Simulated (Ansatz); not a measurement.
Consider the following.

Sc$_{2}$CO:
```cif
data_C3O3Sc6
_chemical_formula_sum 'Sc6 C3 O3'
_space_group_name_H-M_alt 'R-3m :H'
_space_group_IT_number 166
_space_group_name_Hall '-R 3 2"'
_cell_length_a 3.23486
_cell_length_b 3.23486
_cell_length_c 15.84628
_cell_angle_alpha 90.000
_cell_angle_beta 90.000
_cell_angle_gamma 120.000
loop_
_atom_site_label
_atom_site_type_symbol
_atom_site_symmetry_multiplicity
_atom_site_Wyckoff_symbol
_atom_site_fract_x
_atom_site_fract_y
_atom_site_fract_z
_atom_site_occupancy
Sc1 Sc 6 c 0.00000 0.00000 0.24641 1
C1 C 3 b 0.00000 0.00000 0.50000 1
O1 O 3 a 0.00000 0.00000 0.00000 1
```
(The calculation used a cell of 4 atoms; values per cell refer to that cell.)

This is the r²SCAN-relaxed structure.

Q: All from r²SCAN in the plane-wave PAW code Ansatz, unless another level is named. Estimate the electronic character.

A: no gap, with almost no states at the Fermi level (zero-gap or semimetallic).

Q: What about the formation energy from the elements (no fitted shifts)?

A: -2.14 eV/atom.

The first step of the workflow began from a Materials Project structure, measured or hypothetical; the Crystallography Open Database copy checked does not list it. Whether it is the stable phase at ambient conditions was not checked. The cell was relaxed with r²SCAN under the symmetry of its start; whether a distortion lowers the energy is not shown. The run is not spin-polarised. A small band overlap can be real or an error of a semilocal functional. The references are the lowest solids computed at this level, not always the standard phases (solids in place of the gases).

Potentials: the later of the program's two PAW sets.
